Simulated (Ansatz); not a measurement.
Cs2AgBiBr6:
```
Cs2AgBiBr6
1.0
    0.00000     5.67217     5.67217
    5.67217     0.00000     5.67217
    5.67217     5.67217     0.00000
Cs Ag Bi Br
2 1 1 6
Cartesian
  2.83609   2.83609   2.83609
  8.50826   8.50826   8.50826
  5.67217   5.67217   5.67217
  0.00000   0.00000   0.00000
  2.85690   5.67217   5.67217
  8.48745   5.67217   5.67217
  5.67217   2.85690   5.67217
  5.67217   8.48745   5.67217
  5.67217   5.67217   2.85690
  5.67217   5.67217   8.48745
```

Relaxed with r²SCAN.

Problem. Give the Bader charges and basin volumes of the independent atoms, r²SCAN in the plane-wave PAW code Ansatz.

Solution. 

| atom | Bader charge (e) | Bader volume (Å³) |
|---|---|---|
| Cs1 | +0.88 | 42.0 |
| Ag3 | +0.57 | 19.3 |
| Bi4 | +1.49 | 21.8 |
| Br5 | -0.64 | 39.7 |

Space group Fm-3m. Symmetry was held in the r²SCAN relaxation. The run is not spin-polarised. Spin–orbit coupling is left out wherever it is not named.

Potentials: the later of the program's two PAW sets.
